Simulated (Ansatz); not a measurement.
SiGeC₂:
Space group P-4m2 (No. 115); a = 3.156 Å, b = 3.156 Å, c = 4.453 Å, α = 90.00°, β = 90.00°, γ = 90.00°

```csv
atom,site,symmetry,x,y,z
Si,1a,-4m2,0.0000,0.0000,0.0000
C,2g,2mm.,0.5000,0.0000,0.2363
Ge,1c,-4m2,0.5000,0.5000,0.5000
```

Relaxed with PBEsol.

### Question
Give the optical modes at the zone centre with their infrared activity from DFPT, PBEsol (plane waves, PAW; program Ansatz).

### Answer
Transverse frequencies, without the LO–TO term; a row sums one degenerate level.

```csv
ω (cm⁻¹),degeneracy,IR ((D/Å)²/amu),activity,symmetry
281,2,0.21,IR,E
481,1,1.00,IR,B2
688,2,22.73,IR,E
737,1,34.88,IR,B2
757,2,46.68,IR,E
779,1,0.00,IR-inactive,A1
```

The start of the workflow was typed in or built on a structure type; neither database checked (COD, Materials Project) lists it. Whether it is the stable phase at ambient conditions was not checked. Symmetry was held in the PBEsol relaxation; its stability against distortions is not shown here.

Potentials: the earlier of the program's two PAW sets. The files were generated under PBE; for other functionals the program regenerates the frozen cores, and for LDA and PBEsol the local potential too.
